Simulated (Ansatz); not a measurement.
KTaO$_{3}$:
```xyz
5
Lattice="3.9893 0.0000 0.0000 0.0000 3.9893 0.0000 0.0000 0.0000 3.9893" Properties=species:S:1:pos:R:3 pbc="T T T"
K      1.9947     1.9947     1.9947
Ta     0.0000     0.0000     0.0000
O      0.0000     1.9947     0.0000
O      1.9947     0.0000     0.0000
O      0.0000     0.0000     1.9947
```

Relaxed with r²SCAN. Special points in fractions of this cell's reciprocal vectors: Γ (0.000, 0.000, 0.000); X (0.000, 0.500, 0.000); M (0.500, 0.500, 0.000); R (0.500, 0.500, 0.500).

**Question.** List the band energies nearest the valence-band maximum at these points for the program Ansatz at the r²SCAN level (PAW).

**Answer.** In eV from the valence-band maximum; about four levels below and three above (degenerate sets whole), none deeper than 8.9 eV; points with the same levels are listed once.

| k | below | above |
|---|---|---|
| Γ | -1.09 -1.09 -1.09 -0.65 -0.65 -0.65 | 2.64 2.64 2.64 |
| X | -2.14 -1.54 -0.88 -0.88 | 2.79 5.46 5.46 |
| M | -1.71 -1.46 -1.46 -0.04 | 5.50 5.50 6.81 |
| R | -3.93 -3.93 -3.93 0.00 0.00 0.00 | 6.94 6.94 6.94 |

Space group Pm-3m (cubic perovskite). The r²SCAN relaxation kept the symmetry of its start; phonons on a q-mesh show no instability. No spin polarisation was allowed. Spin–orbit coupling is left out wherever it is not named.

Potentials: the earlier of the program's two PAW sets.
